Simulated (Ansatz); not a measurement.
# Sensitivity of the gradients in SiO2 to the input

Cell: an entry of the Crystallography Open Database (COD).

Space group P4_12_12 (No. 92); a = 4.9709, c = 6.9278 Å.

| site | Wyckoff | site symmetry | x | y | z |
| --- | --- | --- | --- | --- | --- |
| Si | 4a | ..2 | 0.3005 | 0.3005 | 0.0000 |
| O | 8b | 1 | 0.2392 | 0.1037 | 0.1786 |

One atom of each set is listed.

Reference run. Level of theory: DFT, PBE, plane waves and PAW, scalar-relativistic, 420 eV cutoff, Γ-centred 5×5×4 k-points, Fermi–Dirac smearing 0.02 eV (Ansatz 0.2.0).

(1) The input is changed as follows: `magnetization`: not typed → {spin_polarized: true}; `hamiltonian.xc`: pbe → lda; `basis.ecutwfc`: not typed → 44.1 Ry. What happens to V_zz (10²¹ V/m²) and η?

Answers

(1) 

```tsv
site	V_zz reference	η reference	V_zz changed	η changed
Si	-0.54	0.96	-0.53	0.96
O	9.08	0.14	8.88	0.13
```

The largest change of V_zz is on O, from 9.08 to 8.88. In per cent, |V_zz| changes by -2 on Si, -2 on O (all sites that start above 0.5). SCF iterations: 6 and 8. New warnings: no starting moments.

On the reference run: The calculated pressure of 8 GPa (PBE) comes largely from the unrelaxed atoms: it is 1.2 GPa once they are relaxed in the same cell. The largest force is 0.5 eV/Å, so the atoms aren't at the calculated equilibrium and relaxing them would move these values.
